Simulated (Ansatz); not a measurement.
**Two-dimensional strain map in TaRu**

Level of theory: DFT r2SCAN, scalar-relativistic, plane waves, PAW (Ansatz). Settings: plane waves to 500 eV, k-mesh 18×18×12 (Γ-centred), Gaussian smearing 0.15 eV. Spin–orbit coupling is left out, which can shift energies with elements as heavy as these. No spin polarisation. Energies are free energies at this smearing, counted from the undisturbed cell; pressure is positive in compression.

Reference structure (as given, not relaxed at this level; it stands at -5.2 GPa, and it needn't be the usual structure):

```yaml
crystal:
  lattice:
    - [1.65412, -2.34161, 0.00000]
    - [1.65412, 2.34161, 0.00000]
    - [0.00000, 0.00000, 4.16242]
  atoms:
    - { symbol: Ta, position: [0.50000, 0.50000, 0.50000] }
    - { symbol: Ru, position: [0.00000, 0.00000, 0.00000] }
```

The cell is strained by p along both x and y and by q along z, fractional coordinates fixed. Points are written (p, q).

Energy above the undisturbed cell in meV/atom (a dash: not computed):

```csv
p \ q,-0.080,-0.040,0.000,0.040,0.080
-0.080,?,490.1,?,200.0,172.5
0.000,88.4,–,0.0,–,149.4
0.080,124.7,–,315.1,–,659.5
```

**Question.** Fill in the withheld energies.

**Answer.** (-0.080, -0.080): 791.5; (-0.080, 0.000): 299.4.